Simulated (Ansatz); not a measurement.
A geometry of Mo away from equilibrium: the start of the relaxation of a relaxed Mo cell, doubled along one cell vector, shaken by Gaussian noise of σ = 0.08 Å a coordinate. Level of theory: r2SCAN (plane waves to 500 eV, PAW, scalar-relativistic; Ansatz, an electronic-structure program). Γ-centred k-mesh 14×14×7 on the run's cell (coarser than for final values), Fermi–Dirac smearing 0.05 eV.

```xyz
4
Lattice="0.0000 2.7132 4.4404 1.3202 0.0000 4.4404 2.6403 5.4264 0.0000" Properties=species:S:1:pos:R:3 pbc="T T T"
Mo     0.6803     1.3337     2.3209
Mo     2.1643     4.1894     2.1769
Mo    -0.0667     0.0050     0.0660
Mo     1.2523     2.7981    -0.1163
```

Problem. Which atoms carry the largest force, and which way does it point?

Solution. 2.30 eV/Å, on Mo2 (atoms numbered as listed); on Mo2 its components are (-1.76, -1.44, 0.40).

Problem. What is the pressure?

Solution. +3.9 GPa, compression positive.

No spin polarisation in the result.

The end of the path is a generated cell of Mo: the first start was made by placing the elements on the sites of a structure type, and the end was not matched to a known phase here, so it may be hypothetical. Known forms of Mo include space group No. 229.
